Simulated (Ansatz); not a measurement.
Re₃W in space group I4/mmm (No. 139; Re on 4d, Re on 2b, W on 2a), plane-wave PAW LDA (Ansatz code), all energies at zero smearing, with the estimated change up to a 700 eV cutoff added, with one set of potentials and settings (totals compare only within such a set). Cell of 4 atoms (3 Re, 1 W): -41952.253 eV.

```csv
element,reference phase,E (eV/atom)
Re,"P6_3/mmc, 4 atoms in the cell",-10607.6541
W,"Im-3m, 1 atoms in the cell",-10129.8416
```

Formation energy per atom, worked out: (-41952.253 − 3×(-10607.6541) − 1×(-10129.8416))/4 = 0.138 eV/atom (13 kJ per mol of atoms), at 0 K, without zero-point energy or fitted corrections.

The first step of the workflow began from a Materials Project structure, measured or hypothetical; the Crystallography Open Database copy checked does not list it. Whether it is the stable phase at ambient conditions was not checked. The cell was relaxed with LDA under the symmetry of its start; its stability against distortions is not shown here. The run is not spin-polarised. The references are the lowest solids computed at this level, not always the standard phases. Scalar-relativistic: spin–orbit coupling is off unless named, which matters more the heavier the elements.

Potentials: the later of the program's two PAW sets.
